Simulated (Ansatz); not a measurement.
KCl:
```xyz
2
Lattice="0.0000 3.1465 3.1465 3.1465 0.0000 3.1465 3.1465 3.1465 0.0000" Properties=species:S:1:pos:R:3 pbc="T T T"
K      0.0000     0.0000     0.0000
Cl     3.1465     3.1465     3.1465
```

Relaxed with r²SCAN.

Task: Tabulate the valence density and the electron localisation function along the shortest K–Cl contact (3.15 Å), r²SCAN in the plane-wave PAW code Ansatz.

Result: 

```tsv
distance from K (Å)	density (e/Å³)	ELF
0.31	4.08	0.75
0.47	3.39	0.85
0.63	2.26	0.88
0.79	1.23	0.86
0.94	0.58	0.77
1.10	0.26	0.45
1.26	0.12	0.09
1.42	0.08	0.03
1.57	0.09	0.07
1.73	0.13	0.35
1.89	0.22	0.69
2.05	0.39	0.81
2.20	0.68	0.86
2.36	1.13	0.87
2.52	1.65	0.85
2.67	1.76	0.77
2.83	1.11	0.55
```

The density is the valence pseudo-density with augmentation charge, so density and ELF within about 1 Å of a nucleus are not all-electron values.

Space group Fm-3m (rock salt). Symmetry was held in the r²SCAN relaxation; phonons on a q-mesh show no instability.

Potentials: the later of the program's two PAW sets.
